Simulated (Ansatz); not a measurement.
PbI2 in space group P6_3mc (No. 186; Pb on 2b, I on 2b, I on 2a), LDA in the plane-wave PAW code Ansatz. The conduction-band minimum lies at Γ, with 1 equivalent valley. Second derivatives d²E/dk² of the lowest band at one valley (eV·Å²), along Cartesian directions:

```tsv
direction	d²E/dk²
[100]	36.26
[010]	36.26
[001]	7.468
[110]	36.26
[101]	21.86
[011]	21.86
```

Task: Find the principal effective masses, the density-of-states mass and the conductivity mass.

Result: Off-diagonal terms follow from H_xy = H[110] − (H_xx + H_yy)/2, and m*/mₑ = 7.620 eV·Å² over each eigenvalue: 0.21, 0.21, 1.0. One valley's DOS mass (m₁m₂m₃)^(1/3) = 0.36, conductivity mass 3/(Σ 1/mᵢ) = 0.29 mₑ.

Task: What effective density of states Nc follows at 300 K for parabolic valleys?

Result: Nc = 2.509e19 × 1 × (0.36)^(3/2) ≈ 5.4e18 cm⁻³.

The workflow started from a Materials Project entry (that database holds measured and hypothetical structures alike); the Crystallography Open Database files this formula in space group No. 186, but the cells were not matched. It is not the phase usual at ambient conditions (space group No. 164). The LDA relaxation kept the symmetry of its start; whether a distortion lowers the energy is not shown. A crystal of weakly bound layers computed without a dispersion correction: the cell and the soft elastic constants depend strongly on that. Scalar-relativistic: spin–orbit coupling is off unless named, which matters more the heavier the elements.

Potentials: the later of the program's two PAW sets.

Edges and masses are those of Kohn–Sham bands, whose gap is no quasiparticle gap.
